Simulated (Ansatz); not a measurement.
Ti6Ge2B:
```cif
data_BGe2Ti6
_chemical_formula_sum 'Ti6 Ge2 B1'
_space_group_name_H-M_alt 'P 1'
_space_group_IT_number 1
_cell_length_a 6.80978
_cell_length_b 6.80978
_cell_length_c 3.35693
_cell_angle_alpha 90.000
_cell_angle_beta 90.000
_cell_angle_gamma 120.000
loop_
_space_group_symop_operation_xyz
  'x, y, z'
loop_
_atom_site_label
_atom_site_type_symbol
_atom_site_fract_x
_atom_site_fract_y
_atom_site_fract_z
_atom_site_occupancy
Ti1 Ti 0.00000 0.76485 0.00000 1
Ti2 Ti 0.76485 0.00000 0.00000 1
Ti3 Ti 0.23515 0.23515 0.00000 1
Ti4 Ti 0.00000 0.39474 0.50000 1
Ti5 Ti 0.39474 0.00000 0.50000 1
Ti6 Ti 0.60526 0.60526 0.50000 1
Ge1 Ge 0.33333 0.66667 0.00000 1
Ge2 Ge 0.66667 0.33333 0.00000 1
B1 B 0.00000 0.00000 0.50000 1
```

Relaxed with r²SCAN.

**Question.** Which orbitals make up the states near the Fermi level in plane-wave PAW r²SCAN (Ansatz code)?

**Answer.** Within 0.5 eV of the Fermi level: Ti 3d 89 %. Projections are on Löwdin-orthogonalised atomic valence shells; empty p or d shells of many metals are not among them.

**Question.** Tabulate the density of states.

**Answer.** States/eV per cell of 9 atoms, in 0.25 eV bins, energy from the Fermi level.

```tsv
E (eV)	total	Ti 3d	Ge 4p	B 2p
-7.85	0.33	0.02	0.01	0.00
-7.60	1.87	0.19	0.04	0.01
-7.35	1.63	0.24	0.02	0.02
-7.10	1.34	0.26	0.01	0.02
-6.85	1.82	0.47	0.01	0.02
-6.60	1.01	0.29	0.01	0.00
-6.35	0.00	0.00	0.00	0.00
-6.10	0.00	0.00	0.00	0.00
-5.85	0.00	0.00	0.00	0.00
-5.60	0.00	0.00	0.00	0.00
-5.35	0.00	0.00	0.00	0.00
-5.10	0.12	0.02	0.05	0.01
-4.85	1.56	0.30	0.71	0.08
-4.60	2.31	0.47	1.11	0.10
-4.35	3.42	0.77	1.48	0.23
-4.10	5.13	1.43	1.98	0.50
-3.85	4.50	1.34	1.71	0.46
-3.60	3.20	1.07	1.12	0.39
-3.35	3.01	1.06	0.93	0.44
-3.10	2.63	0.90	1.02	0.27
-2.85	3.72	1.23	1.59	0.38
-2.60	4.89	1.91	1.81	0.64
-2.35	8.17	3.51	2.29	1.59
-2.10	10.02	4.68	3.12	1.71
-1.85	9.53	4.38	2.49	2.20
-1.60	3.77	2.03	0.72	0.85
-1.35	2.07	1.27	0.45	0.24
-1.10	2.82	2.02	0.40	0.10
-0.85	10.52	8.44	0.65	0.30
-0.60	17.24	14.10	0.77	0.43
-0.35	11.97	10.45	0.47	0.14
-0.10	5.84	5.30	0.20	0.06
0.15	3.86	3.54	0.13	0.03
0.40	3.54	3.24	0.15	0.02
0.65	3.49	3.20	0.12	0.04
0.90	9.79	9.00	0.28	0.13
1.15	13.18	12.23	0.23	0.20
1.40	6.33	5.83	0.13	0.12
1.65	4.34	4.02	0.12	0.04
1.90	4.06	3.75	0.12	0.04
2.15	10.82	9.88	0.39	0.13
2.40	14.49	13.37	0.40	0.19
2.65	17.08	15.70	0.53	0.19
2.90	14.65	13.62	0.39	0.11
3.15	16.53	14.99	0.60	0.14
```

Space group P-62m. The workflow started from a Materials Project entry (that database holds measured and hypothetical structures alike); the Crystallography Open Database copy checked does not list it. Whether it is the stable phase at ambient conditions was not checked. Symmetry was held in the r²SCAN relaxation; its stability against distortions is not shown here. No spin polarisation was allowed. Spin–orbit coupling is left out wherever it is not named.

Potentials: the earlier of the program's two PAW sets.
